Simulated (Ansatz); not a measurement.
**Notes on Ba₂ZnP₂**

```xyz
10
Lattice="0.0000 0.0000 6.6652 6.7675 -3.4438 3.3326 6.7675 3.4438 -3.3326" Properties=species:S:1:pos:R:3 pbc="T T T"
Ba    4.9093    2.0509    0.0000
Ba    8.6258   -2.0509    6.6652
Ba    4.9093   -2.0509    3.3326
Ba    8.6258    2.0509    3.3326
P     8.2701   -1.4233    3.3326
P     5.2650    1.4233    3.3326
P     8.2701    1.4233    0.0000
P     5.2650   -1.4233    6.6652
Zn    6.7675    0.0000    1.6663
Zn    6.7675    0.0000    4.9989
```

Method: r2SCAN, no spin polarisation; PAW, plane waves to 500 eV, 6×6×6 Γ-centred mesh, gaussian occupations (width 0.0272 eV) (Ansatz 0.2.0), atoms fixed.

**Question.** What is the formation energy?

**Answer.** -1.06 eV an atom against the elements' usual phases (free molecules for gases, crystals otherwise, with no correction for O₂ or N₂), so it is bound against them; other compounds may still compete. Relaxing would lower it.

**Question.** What is the band gap?

**Answer.** The gap is 1.03 eV, indirect (the least direct gap found is 1.08 eV).

**Question.** Which atom feels the largest force, and which way?

**Answer.** The largest is on P7 (and as large on other atoms): 0.85 eV/Å, components (-0.66, -0.54, 0.00). It makes 39° with the line to a nearest neighbour, Zn10 at 2.66 Å, pointing towards it.

**Question.** Describe some of the short contacts.

**Answer.** P–Zn at 2.66 Å: least valence density 0.30 e/Å³ and ELF 0.38 there. Ba–Zn at 3.23 Å: least valence density 0.10 e/Å³ and ELF 0.06 there. Ba–P at 3.41 Å: least valence density 0.12 e/Å³ and ELF 0.15 there, a closed-shell (ionic or weak) contact. These are pseudo-fields; inside the PAW spheres they differ from the all-electron ones.

**Question.** Give the Bader charges.

**Answer.** Bader charges in e: Ba +1.36, Zn +0.43, P -1.57. In the mean Ba gives up most and P takes most.

Origin: a known structure type with other elements, at an estimated volume, so it need not be a known compound.
